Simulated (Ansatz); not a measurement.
Values for one crystal, relaxed and computed with LDA in the plane-wave PAW code Ansatz; other levels are named.

Volume per atom: 19.08 Å³
Electronic character: metallic (no gap)
Elastic constants (relaxed ions, GPa): C11 = 237, C12 = 21.0, C44 = 28.9
Pressure derivative B′: 4.6
Density of states at the Fermi level: 0.42 states/eV per atom (mean over ±0.08 eV)
Poisson's ratio: 0.27
Bulk modulus (Birch–Murnaghan fit): 92.8 GPa

**Question.** Which compound is it?
A) Si, β-Sn type
B) C, Fmmm (C on 8h)
C) Sb, hcp (Mg type)
D) As, Pm-3m (As on 1b)

**Answer.** D, As, Pm-3m (As on 1b)

The workflow started from a Materials Project entry (that database holds measured and hypothetical structures alike); the Crystallography Open Database copy checked does not list it. It is not the phase usual at ambient conditions (space group No. 166). The cell was relaxed with LDA under the symmetry of its start; its stability against distortions is not shown here. As this level gives no gap, shear constants depend on the k-mesh and smearing (Fermi–Dirac, 0.1 eV here). Scalar-relativistic: spin–orbit coupling is off unless named, which matters more the heavier the elements.

Potentials: the later of the program's two PAW sets.
